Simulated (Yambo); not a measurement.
A G0W0@PBEsol run in Yambo for Ca₂Si (space group Fm-3m, No. 225) (4×4×4 Γ-centred k mesh, bands 3 to 164 and a 8 Ry block in the screening, 164 bands in G with the Bruneval-Gonze terminator, plasmon pole fitted at 27.2 eV) gives these matrix elements, in eV, at the band edges (X → X):

| state | E0 | <Vxc> | <Σx> | <Σc(E0)> | Z |
|---|---|---|---|---|---|
| valence edge | 0.000 | -9.955 | -11.575 | 0.718 | 0.750 |
| conduction edge | 0.466 | -8.228 | -4.777 | -3.450 | 0.772 |

Problem. Solve the linearised quasiparticle equation for both states, give the gap, and say how exchange and correlation each act on it.

Solution. E = E0 + Z(Σx + Σc − Vxc). Valence: 0.000 + 0.750 × (-11.575 + (0.718) − (-9.955)) = -0.68 eV. Conduction: 0.466 + 0.772 × (-4.777 + (-3.450) − (-8.228)) = 0.47 eV. The gap is 1.14 eV, against 0.47 eV in PBEsol. Replacing Vxc by bare exchange alone would open it by 5.07 eV; correlation takes back 4.17 eV of that, and Z scales what is left. Nearest settings tried, and what they do to the gap: 101 bands in G: -7 meV; 56 bands in W, 56 bands in G: -79 meV; 7 Ry block (181 vectors against 283): -22 meV; 2×2×2 mesh: -19 meV. So the settings aren't converged at that level. Among the k points computed, the smallest G0W0 gap is 1.05 eV, L → X. 

Geometry relaxed with PBEsol; primitive cell a = 5.0122 Å, b = 5.0122 Å, c = 5.0122 Å, α = 60.00°, β = 60.00°, γ = 60.00°.

The structure is a Materials Project entry; no match was found in the copy of COD used, and its stability was not checked.
